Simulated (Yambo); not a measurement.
Yambo run on BaTiO3 (space group Amm2, No. 38). The wavefunctions are norm-conserving PBEsol (Quantum ESPRESSO, 84 Ry, with spin-orbit coupling) ones on a 4×4×4 mesh (40 occupied bands); a = 3.9833 Å, b = c = 4.0573 Å, α = 89.75°, β = γ = 90.00°.

Yambo input:

```
rim_cut
HF_and_locXC
RandQpts= 1000000
RandGvec= 1 Ry
EXXRLvcs= 84 Ry
VXCRLvcs= 336 Ry
% QPkrange
 1 | 1 | 38 | 42 |
 3 | 3 | 40 | 41 |
 7 | 7 | 40 | 41 |
 15 | 15 | 40 | 41 |
 17 | 17 | 40 | 41 |
 21 | 21 | 40 | 41 |
%
```

k points by index: 1 = Γ, 3 = (0, 0, -0.5), 7 = (0, -0.5, -0.5), 15 = (-0.5, 0, 0), 17 = (-0.5, 0, -0.5), 21 = (-0.5, -0.5, -0.5).

Resulting energies as the program prints them:

```
#    K-point    Band    Eo [eV]    Ehf [eV]    Vxc [eV]    Vnlxc [eV]
#
    1    38    -0.440759    -4.844018    -19.64849    -24.05175
    1    39    -0.365781    -5.017656    -19.88570    -24.53758
    1    40    -0.365781    -5.017676    -19.88570    -24.53760
    1    41    2.167975    9.284050    -18.75649    -11.64041
    1    42    2.167975    9.284049    -18.75649    -11.64041
    3    40    -0.762370    -5.688719    -19.69740    -24.62375
    3    41    2.369672    9.620720    -19.30445    -12.05340
    7    40    -0.221550    -5.300994    -19.49110    -24.57055
    7    41    3.713820    11.60975    -21.18178    -13.28586
    15    40    -1.009338    -5.925866    -19.84586    -24.76238
    15    41    2.531613    9.696442    -19.33947    -12.17464
    17    40    -0.051570    -5.142654    -19.57178    -24.66286
    17    41    3.756681    11.65181    -21.16083    -13.26570
    21    40    0.000000    -5.074753    -19.68525    -24.76000
    21    41    4.256769    12.65602    -21.48726    -13.08801
```
Exchange alone, without screening.

Geometry of the Materials Project entry, not relaxed at this level.

This is not the ordinary phase of the substance.
